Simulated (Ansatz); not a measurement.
Pb (Fm-3m), a film clamped to a substrate

These are results of DFT PBEsol, scalar-relativistic, plane waves, PAW (Ansatz), not measurements. Settings: plane waves to 420 eV, k-mesh 16×16×16 (Γ-centred), Gaussian smearing 0.15 eV. Spin–orbit coupling is left out, which can shift energies with elements as heavy as these. No spin polarisation. Energies are free energies at this smearing, counted from the undisturbed cell; pressure is positive in compression.

Zero of the scan (as given, not relaxed at this level; it stands at -0.2 GPa):

```
CELL_PARAMETERS angstrom
0.00000 2.46980 2.46980
2.46980 0.00000 2.46980
2.46980 2.46980 0.00000
ATOMIC_POSITIONS crystal
Pb 0.00000 0.00000 0.00000
```

The cell (1 atom, V0 = 30.13 Å³) is strained by p along both x and y and by q along z, fractional coordinates fixed. τp = (1/V0) ∂E/∂p = (σxx + σyy)(1 + p)(1 + q) and τq = (1/V0) ∂E/∂q = σzz(1 + p)², with tension positive.

| p | q | ΔE (meV/atom) | τp (GPa) | τq (GPa) |
| --- | --- | --- | --- | --- |
| 0.000 | 0.000 | 0.00 | 0.48 | 0.24 |
| -0.025 | 0.000 | 10.49 | -5.14 | -2.08 |
| 0.025 | 0.000 | 13.36 | 5.04 | 2.12 |
| 0.000 | -0.025 | 2.60 | -1.69 | -1.41 |
| 0.000 | 0.025 | 4.37 | 2.49 | 1.59 |

Problem. Get the second derivatives of the energy density.

Solution. Central differences give A = ∂τp/∂p = 204 GPa (C11 + C22 + 2 C12), C = ∂τq/∂q = 60 GPa (C33) and the cross term B = ∂τq/∂p = 84 GPa (C13 + C23); ∂τp/∂q = 84 GPa must equal B, and any difference shows higher-order terms. The ions are clamped. In a cubic crystal C11 = C = 60, C12 = B/2 = 42 GPa and A should be 2(C11 + C12) = 204 GPa; the bulk modulus is (C11 + 2 C12)/3 = 48 GPa.

Problem. A film of this crystal grows with z along the normal on a substrate that imposes p. How does its thickness respond, and what does the misfit cost?

Solution. Count p and q from the stress-free cell. A free surface needs τq = 0, so q = −(B/C) p = -1.40 p. The energy density left is (A − B²/C) p²/2 = M p², with the biaxial modulus M = 43 GPa; a misfit of 1 % costs 0.81 meV/atom, against 1.91 meV/atom if the thickness were held.

In a metal these slopes depend on the k mesh and the smearing.